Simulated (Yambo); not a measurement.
Yambo run on Na$_{2}$CO$_{3}$ (space group C2/m, No. 12). The wavefunctions are LDA (Quantum ESPRESSO, PseudoDojo norm-conserving, 88 Ry, no spin-orbit coupling) ones on a 2×2×2 mesh (40 occupied bands); a = b = 5.121 Å, c = 5.922 Å, α = β = 101.29°, γ = 61.87°.

Yambo input:

```
rim_cut
gw0
dyson
el_el_corr
HF_and_locXC
ppa
em1d
RandQpts= 1000000
RandGvec= 1 Ry
EXXRLvcs= 88 Ry
VXCRLvcs= 352 Ry
Chimod= "HARTREE"
% BndsRnXp
 5 | 208 |
%
NGsBlkXp= 6 Ry
% LongDrXp
 1.0 | 1.0 | 1.0 |
%
PPAPntXp= 27.2114 eV
% GbndRnge
 1 | 208 |
%
GTermKind= "BG"
DysSolver= "n"
ExtendOut
% QPkrange
 1 | 1 | 40 | 41 |
 2 | 2 | 40 | 40 |
%
```

k points by index: 1 = Γ, 2 = (0, 0, -0.5).

Table of the .qp output:

```
#    K-point    Band    Eo [eV]    E [eV]    E-Eo [eV]    Vxc [eV]    Vnlxc [eV]    Sc|Eo [eV]    Sc|E [eV]    dSc/dw|Eo [eV]    Re(Z)    Im(Z)
#
    1    40    -0.047551    -1.762291    -1.714740    -20.16229    -26.35217    4.095227    4.475144    -6.028555    0.818634    -0.001052
    1    41    3.962819    5.501021    1.538202    -10.67147    -5.810839    -3.112150    -3.322433    -3.719809    0.879739    -0.717674E-3
    2    40    0.000000    -1.704713    -1.704713    -20.21038    -26.38701    4.094320    4.471920    -6.027020    0.818672    -0.001048
```
(The two width columns are left out.) Convergence of these settings isn't established.

Geometry of the Materials Project entry, not relaxed at this level.
